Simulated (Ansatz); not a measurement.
Y:
```
Y
1.0
    3.26734     0.00000     0.00000
    0.00000     3.26734     0.00000
    0.00000     0.00000     3.26734
Y
1
Direct
  0.00000   0.00000   0.00000
```

Relaxed with PBE. Special points in fractions of this cell's reciprocal vectors: Γ (0.000, 0.000, 0.000); X (0.000, 0.500, 0.000); M (0.500, 0.500, 0.000); R (0.500, 0.500, 0.500).

**Question.** List the band energies nearest the Fermi level at these points for plane-wave PAW PBE (Ansatz code).

**Answer.** In eV from the Fermi level; about four levels below and three above (degenerate sets whole), none deeper than 8.9 eV; points with the same levels are listed once.

```csv
k,below,above
Γ,-4.44 -0.62 -0.62,5.16 5.16 5.16
X,-1.76 -0.03,0.08 2.73 2.73
M,-1.82,0.13 3.26 3.26
R,-0.57 -0.57 -0.57,5.56 6.83 6.83
```

Space group Pm-3m (simple cubic). A made-up cell: these elements were put on the sites of a structure type; neither database checked (COD, Materials Project) lists it. It is not the phase usual at ambient conditions (space group No. 194). Symmetry was held in the PBE relaxation. At this level the phase is dynamically unstable (imaginary phonons). No spin polarisation was allowed. Spin–orbit coupling is left out wherever it is not named.

Potentials: the later of the program's two PAW sets.
